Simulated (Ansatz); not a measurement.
input.yaml (Ansatz)

```yaml
crystal:
  lattice:
    - [0.0, 2.0271810078, 2.0271810078]
    - [2.0271810078, 0.0, 2.0271810078]
    - [2.0271810078, 2.0271810078, 0.0]
  atoms:
    - { symbol: B, position: [0.125, 0.125, 0.125] }
    - { symbol: B, position: [0.875, 0.875, 0.875] }
hamiltonian:
  xc: r2scan
  pseudopotentials:
    kind: paw_fr
    azcp:
      B: "pseudopotentials/B.paw.azcp"
basis:
  ecutwfc: 500
  fft_grid_basis: typed
kpoints:
  mp_grid: { grid: [13, 13, 13], shift: [0, 0, 0] }
magnetization:
  noncollinear: true
  spin_orbit: true
scf:
  occupations: { method: fermi_dirac, width: 0.1 }
output:
  write_density: true
  write_potential: true
  elf: true
  volumetric_format: npy
```

Output

```
Engine: ansatz 0.2.0, x86_64-unknown-linux-gnu
Pseudopotentials: kind: paw_fr
Pseudopotential: B, paw_fr, valence charge 3, recommended cutoff 500 eV (meta_gga) 
Functional definition: r2SCAN
  parameter k0 = 0.174
  parameter k1 = 0.065
  parameter a1 = 4.9479
  exchange = r2scan_x(k0 = k0, k1 = k1, a1 = a1)
  correlation = r2scan_c
non-collinear run that drives no moment, with spin-orbit: no starting moment large enough to seed its density (crystal.atoms[].spin), no starting occupations that ask for one, no magnetisation constraint and no magnetic field, so the semilocal B_xc is pinned to zero
Crystal: 2 atoms, lattice volume = 16.661 Å³
Basis set: ecut = 500 eV, 411 PW (Γ), exchange–correlation on 96×96×96 points (64 copies of the dense FFT grid, shifted against one another)
Bands: 14, of which v1, the nominal top of the filled ones, is band 6 counted from 1 (5 counted from 0)
Symmetry: 48 space group operations + 48 with time reversal
Magnetic group: BNS 227.129 (UNI 1631), of the structure as read, at distance tolerance 2.6e-5 Å
k-points: 84 of 2197
Projection manifold: j_resolved (fully-relativistic pseudo-atomic orbitals)
Non-local potential: B, projectors of the file, l = 0: 2, l = 1: 4, l = 2: 2
PAW form: soft (Blöchl's): semilocal exchange-correlation on the pseudo side does not see the compensation charge
PAW frozen core: B, regenerated for the run's functional (the file was generated under x = pbe(κ = 0.804, μ = 0.2195149727645171), c = pbe(β = 0.06672455060314922))
PAW one-centre angular grid: B, 302 points (default); XC on 160 Gauss nodes
Initial density: superposition of atomic densities (chi_scale 0.1, normalization cell)
Initial wavefunctions: pseudopotential atomic-orbital guess
Functional: x = r2scan, c = r2scan; τ floored in thin density (d = 2e-4 eV/Å³)
SCF iter   1: F=—  HF=-311.094980 eV  |F-HF|=—  |Δ(HF+E_count)|=         —  Δρ=5.23e-2  dr2=3.95e-1  dr2_τ=4.15e-2  dr2_m=0.00e0 (ungated)  ethr=3.10e-3  |M|=0.00e0 ∫|m|=0.00e0 μB  |m|>n=0.0e0 m-floor=0.0e0 τ_xc=0.0e0  β_m=0.30  ⟨swp⟩=5.0  Hψ=3567  notcnv=0  defer=20
SCF iter   2: F=—  HF=-311.127312 eV  |F-HF|=—  |Δ(HF+E_count)|=   3.23e-2  Δρ=3.51e-2  dr2=1.70e-1  dr2_τ=5.88e-4  dr2_m=0.00e0 (ungated)  ethr=3.10e-3  |M|=0.00e0 ∫|m|=0.00e0 μB  |m|>n=0.0e0 m-floor=0.0e0 τ_xc=0.0e0  β_m=0.59  ⟨swp⟩=2.1  Hψ=1158  notcnv=0  defer=206
SCF iter   3: F=—  HF=-311.119414 eV  |F-HF|=—  |Δ(HF+E_count)|=   7.90e-3  Δρ=1.92e-3  dr2=2.76e-4  dr2_τ=1.58e-5  dr2_m=0.00e0 (ungated)  ethr=2.83e-3  |M|=0.00e0 ∫|m|=0.00e0 μB  |m|>n=0.0e0 m-floor=0.0e0 τ_xc=0.0e0  β_m=0.63  ⟨swp⟩=2.9  Hψ=896  notcnv=0  defer=206
SCF iter   4: F=—  HF=-311.119583 eV  |F-HF|=—  |Δ(HF+E_count)|=   1.70e-4  Δρ=3.89e-4  dr2=1.19e-5  dr2_τ=5.94e-8  dr2_m=0.00e0 (ungated)  ethr=4.60e-6  |M|=0.00e0 ∫|m|=0.00e0 μB  |m|>n=0.0e0 m-floor=0.0e0 τ_xc=0.0e0  β_m=0.82  ⟨swp⟩=2.3  Hψ=744  notcnv=0  defer=206
SCF iter   5: F=—  HF=-311.119594 eV  |F-HF|=—  |Δ(HF+E_count)|=   1.10e-5  Δρ=1.74e-5  dr2=2.97e-8  dr2_τ=6.21e-10  dr2_m=0.00e0 (ungated)  ethr=1.67e-9  |M|=0.00e0 ∫|m|=0.00e0 μB  |m|>n=0.0e0 m-floor=0.0e0 τ_xc=0.0e0  β_m=0.89  ⟨swp⟩=6.1  Hψ=3234  notcnv=0
SCF iter   6: F=-311.119594 eV  HF=-311.119594 eV  |F-HF|=2.57e-10  |Δ(HF+E_count)|=   1.36e-8  Δρ=2.53e-6  dr2=8.03e-10  dr2_τ=2.19e-11  dr2_m=0.00e0 (ungated)  ethr=4.96e-10  |M|=0.00e0 ∫|m|=0.00e0 μB  |m|>n=0.0e0 m-floor=0.0e0 τ_xc=0.0e0  ⟨swp⟩=1.0  Hψ=1557  notcnv=0
SCF 1 converged in 6 iterations: F = -311.119594 eV  dr2 = 8.03e-10
SCF converged after 6 iterations
Magnetization: |M| = 0.0000 μB,  M = (+0.0000, +0.0000, +0.0000) μB
Absolute magnetization: 0.0000 μB (∫|m|)
  site 0: m = (+0.0000, +0.0000, +0.0000) μB, |m| = 0.0000 μB  (R = 0.72 Å)
  site 1: m = (+0.0000, +0.0000, +0.0000) μB, |m| = 0.0000 μB  (R = 0.72 Å)
Free energy (F): -311.119594 eV
Harris-Foulkes:  -311.119594 eV  (|F-HF|=2.57e-10)
Internal energy: -311.095828 eV  (E = F + TS)
E sigma→0 (E₀):  -311.107711 eV
Entropy (-TS):   -0.023767 eV (-11.883 meV/atom)
Fermi energy:    6.470375 eV
--- Per-component energies (eV) ---
  E_band       = 8.742114
  E_kinetic    = 90.674945
  E_local      = -42.424364  (includes V_loc(G=0)·N_el)
  E_nonlocal   = 25.302310
  E_hartree    = 8.077549
  E_xc         = -60.417724
  E_vxc        = -79.178847  (∫ρ·V_xc dr)
  E_paw        = -160.083768  (= ΣΔE_a)
  E_vpaw       = -5.622362  (= ΣTr[D̂ρ^β])
  E_aug_tail   = -0.000002  (compensation charges beyond the density's cutoff)
  E_vtau       = 3.835211  (kinetic-family band-sum trace: ∫τ·v_τ [+ j·A + Jᵃ·Aᵃ] dr)
  E_ewald      = -172.187840
  E_core_change = -0.036934  (= ΣΔE_core)
  E_smearing   = -0.023767  (= −TS)
  E_closure    = 0.000000  (closes the sum)
  Σ components = -311.119594   (vs F -311.119594, Δ=0.00e0)
--- Band table (eV; the first three rows and the last of 84) ---
  k-point 0: bands = ["-7.2598", "-7.2598", "10.7979", "10.7979", "10.8039", "10.8039", "10.8039", "10.8039", "15.0868", "15.0868", "15.0917", "15.0917", "15.0917", "15.0917"]
  k-point 1: bands = ["-7.1241", "-7.1241", "9.8141", "9.8141", "10.5305", "10.5305", "10.5344", "10.5344", "15.4414", "15.4414", "15.4448", "15.4448", "15.7583", "15.7583"]
  k-point 2: bands = ["-6.7181", "-6.7181", "7.8143", "7.8143", "9.9469", "9.9469", "9.9507", "9.9507", "16.2055", "16.2055", "16.2090", "16.2090", "16.8517", "16.8517"]
  k-point 83: bands = ["0.1702", "0.1702", "1.3990", "1.3990", "2.9419", "2.9419", "3.7739", "3.7739", "18.5139", "18.5139", "18.8931", "18.8931", "21.4239", "21.4239"]
```

Launched by

```sh
ansatz run input.yaml --threads 1 --pin off --max-ram 3584MiB --backend cpu --events-out ev --progress --plain --runs-dir out
```

On 1 thread of Intel(R) Xeon(R) Platinum 8259CL CPU @ 2.50GHz (Skylake/Cascade Lake) (shared host) this took about 17 s of wall time and 16 s of CPU time.
